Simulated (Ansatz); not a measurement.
# ZnAu in Ansatz, relaxation

Run with:

```bash
ansatz run input.yaml --threads 2 --pin off --max-ram 3584MiB --backend cpu --events-out ev --progress --plain --runs-dir out
```

input.yaml:

```yaml
crystal:
  lattice:
    - [3.1624294, 0.0, 0.0]
    - [0.0, 3.1624294, 0.0]
    - [0.0, 0.0, 3.1624294]
  atoms:
    - { symbol: Zn, position: [0.5, 0.5, 0.5] }
    - { symbol: Au, position: [0.0, 0.0, 0.0] }
  symmetry: { tolerance: 0.0003 }
kpoints:
  mp_grid: { grid: [9, 9, 9], shift: [0, 0, 0] }
magnetization:
  noncollinear: true
  spin_orbit: true
scf:
  occupations: { method: fermi_dirac }
  lower_state_search: "off"
hamiltonian:
  pseudopotentials: { kind: paw_fr }
  xc: pbe
basis:
  ecutwfc: 420
  fft_grid_basis: typed
relax:
  max_steps: 40
  cell: { p_target: 0.0 }
  f_tol: 0.03
output:
  forces: true
  stress: true
  eigenvalues: true
  bader: true
  populations: true
  elf: true
  write_potential: true
  volumetric_format: npy
  dos:
    e_range: [-12, 8]
    de: 0.05
    projected: { site_lists: { Au: [Au], Zn: [Zn] } }
    method: { smearing: { sigma: 0.1, scheme: gaussian } }
  write_density: true
checkpoint:
  read: saved_state
```

Origin of the cell: a database entry, scaled a little.

The smearing width isn't typed, so it takes its default of 0.1 eV.

The saved state is a converged single point of the same cell.

Steps («new basis» is an SCF on plane waves selected anew at the same cell):

```
step  ΔF (meV/atom)  max force component (eV/Å)  P (GPa)  volume (Å³)  SCF iterations   step was
   1            0.0                       0.000     2.31        31.63               6   accepted
   2           -1.3                       0.000    -1.13        32.54               6   accepted
   3           -1.9                       0.000    -0.05        32.23               5   accepted
   4           -2.1                       0.000    -0.05        32.23               6  new basis
```

Before:

Space group Pm-3m (No. 221); the run's cell has a = 3.162 Å, b = 3.162 Å, c = 3.162 Å, α = 90.00°, β = 90.00°, γ = 90.00°. Shortest distances: Au–Zn 2.74 Å, Zn–Zn 3.16 Å, Au–Au 3.16 Å.

The relaxed structure.

Space group Pm-3m (No. 221); the run's cell has a = 3.182 Å, b = 3.182 Å, c = 3.182 Å, α = 90.00°, β = 90.00°, γ = 90.00°. Shortest distances: Au–Zn 2.76 Å, Zn–Zn 3.18 Å, Au–Au 3.18 Å.

```
CELL_PARAMETERS angstrom
3.18249 0.00000 0.00000
0.00000 3.18249 0.00000
0.00000 0.00000 3.18249
ATOMIC_POSITIONS crystal
Zn 0.50000 0.50000 0.50000
Au 0.00000 0.00000 0.00000
```

| Quantity | Value |
| --- | --- |
| Free energy lowered by | 2.1 meV/atom |
| Volume change | 1.91 % |
| Final pressure | -0.05 GPa |
| Relaxation steps listed | 4 |
| Formation energy (elements under the same functional, gases as molecules, uncorrected) | -0.211 eV/atom |

Caveats: no moments, though an odd count or open d shells may carry them; the relaxation held the start's symmetry, so the end may be a saddle point.

The run took 29 s on 2 threads of Intel(R) Xeon(R) Platinum 8488C (Sapphire Rapids), with other jobs on the host, peak memory 0.55 GiB, from a saved density.
